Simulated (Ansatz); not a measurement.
CaO:
```
CELL_PARAMETERS angstrom
      0.00000     2.58965     2.58965
      2.58965     0.00000     2.58965
      2.58965     2.58965     0.00000
ATOMIC_POSITIONS crystal
  Ca 0.00000 0.00000 0.00000
  O  0.25000 0.25000 0.25000
```

x, y and z are the axes in which the lattice vectors are written.

Problem. Give the proper piezoelectric stress tensor with relaxed ions from the program Ansatz at the PBEsol level (PAW).

Solution. In C/m², rows x, y, z, Voigt columns; mesh uncertainty up to 0.01.
```
0.00  0.00  0.00  0.44  0.00  0.00
0.00  0.00  0.00  0.00  0.44  0.00
0.00  0.00  0.00  0.00  0.00  0.44
```

The elastic tensor of the same run (GPa):

```
92.1  76.7  76.7   0.0   0.0   0.0
76.7  92.1  76.7   0.0   0.0   0.0
76.7  76.7  92.1   0.0   0.0   0.0
 0.0   0.0   0.0  37.1   0.0   0.0
 0.0   0.0   0.0   0.0  37.1   0.0
 0.0   0.0   0.0   0.0   0.0  37.1
```

Problem. Convert to strain constants d = e·S.

Solution. In pC/N:
```
 0.0   0.0   0.0  11.8   0.0   0.0
 0.0   0.0   0.0   0.0  11.8   0.0
 0.0   0.0   0.0   0.0   0.0  11.8
```

Space group F-43m (zinc blende). The start of the workflow was typed in or built on a structure type; neither database checked (COD, Materials Project) lists it. It is not the phase usual at ambient conditions (space group No. 225). The PBEsol relaxation kept the symmetry of its start; its stability against distortions is not shown here. Signs of piezoelectric constants follow the polarity of the cell as given.

Potentials: the earlier of the program's two PAW sets. The files were generated under PBE; for other functionals the program regenerates the frozen cores, and for LDA and PBEsol the local potential too.
